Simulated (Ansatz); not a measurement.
The end point of a relaxation of InAgTe₂. Space group I-42d (No. 122), chalcopyrite type. All values below come from PBE (plane waves to 420 eV, PAW, scalar-relativistic; Ansatz, an electronic-structure program).

```cif
data_Ag4In4Te8
_chemical_formula_sum 'Ag4 In4 Te8'
_space_group_name_H-M_alt 'I-42d'
_space_group_IT_number 122
_space_group_name_Hall 'I -4 2bw'
_cell_length_a 6.56878
_cell_length_b 6.56878
_cell_length_c 13.00311
_cell_angle_alpha 90.000
_cell_angle_beta 90.000
_cell_angle_gamma 90.000
loop_
_atom_site_label
_atom_site_type_symbol
_atom_site_symmetry_multiplicity
_atom_site_Wyckoff_symbol
_atom_site_fract_x
_atom_site_fract_y
_atom_site_fract_z
_atom_site_occupancy
Ag1 Ag 4 a 0.00000 0.00000 0.00000 1
In1 In 4 b 0.00000 0.00000 0.50000 1
Te1 Te 8 d 0.25000 0.25559 0.37500 1
```
(The calculation used a cell of 8 atoms; values per cell refer to that cell.)

Give the band gap at the level PBE.

0.05 eV, direct at Γ (no spin-orbit coupling).

No spin polarisation in the result. Spin-orbit coupling is missing; with elements this heavy it can move band edges by tenths of an eV or more.

The run could not lose the symmetry of its start; a randomly shaken copy of 8 atoms returns to this structure.
